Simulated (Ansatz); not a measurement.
A trial cell of Sb5O, before relaxation:

```xyz
6
Lattice="-3.7874 3.7874 3.0887 3.7874 -3.7874 3.0887 3.7874 3.7874 -3.0887" Properties=species:S:1:pos:R:3 pbc="T T T"
Sb    0.0000    0.0000    3.0887
Sb    2.6122    0.0000    3.0887
Sb    1.1751    3.7874    0.0000
Sb    0.0000    2.6122    3.0887
Sb    3.7874    1.1751    0.0000
O     0.0000    0.0000    0.0000
```

Theory: DFT PBE, scalar-relativistic, plane waves, PAW in Ansatz 0.2.0. Cutoff 420 eV, Gaussian smearing, Γ-centred meshes. Cell and atoms relax first on a coarse mesh and then on a finer one. In between, the cell is made exact in the group found at 0.06 Å. In metals the finer mesh still leaves noise of several meV/atom or more. The steps can't lower the symmetry of their start. No spin polarisation.

A guess keeps its type if space group and coordination stay and the shape of the cell changes little (axis ratios within about 15 %, angles within 6°); the volume may change.

Question: Does this structure survive the relaxation?

Answer: It doesn't keep its type. The symmetry stays I4/mmm (No. 139). The volume per atom grows by 5.9 %, from 29.5 to 31.3 Å³. The shortest distance goes from 2.35 Å (Sb–Sb) to 2.06 Å (Sb–O). The ratio c/a of the conventional cell changes by a factor of 0.53. Counting neighbours within 15 % of an atom's shortest distance, the start has O 2, Sb 2/4 and the end O 2, Sb 2/6. In detail, at the end Sb on a site of symmetry 4/mmm has 2 O at 2.06 Å and 4 Sb at 3.09 Å; around Sb on a site of symmetry m2m lie 5 Sb at 3.09–3.14 Å, 1 Sb at 3.35 Å and 2 O at 3.72 Å; around O lie 2 Sb at 2.06 Å and 8 Sb at 3.72 Å.

```cif
data_structure
_symmetry_space_group_name_H-M 'I4/mmm'
_symmetry_Int_Tables_number 139
_cell_length_a 9.5362
_cell_length_b 9.5362
_cell_length_c 4.1277
_cell_angle_alpha 90.000
_cell_angle_beta 90.000
_cell_angle_gamma 90.000
_cell_volume 375.36
loop_
_atom_site_label
_atom_site_type_symbol
_atom_site_symmetry_multiplicity
_atom_site_Wyckoff_symbol
_atom_site_fract_x
_atom_site_fract_y
_atom_site_fract_z
_atom_site_occupancy
Sb1 Sb 2 b 0.00000 0.00000 0.50000 1
Sb2 Sb 8 j 0.82420 0.50000 0.00000 1
O1 O 2 a 0.00000 0.00000 0.00000 1
```

Formation energies are uncorrected and refer to the elements' standard structures at the same level (O₂ as a molecule).

Question: At what energy does it end?

Answer: +0.08 eV/atom. It can't be a ground state, since the elements alone are lower.

The last run used a 10×10×10 mesh for its 6-atom cell and Gaussian smearing of 0.10 eV. Spin–orbit coupling, which can matter for Sb, is left out. Symmetry constrained the relaxation, so the result can be a saddle point.

In counts of neighbours, a slash parts the counts of unlike sites.
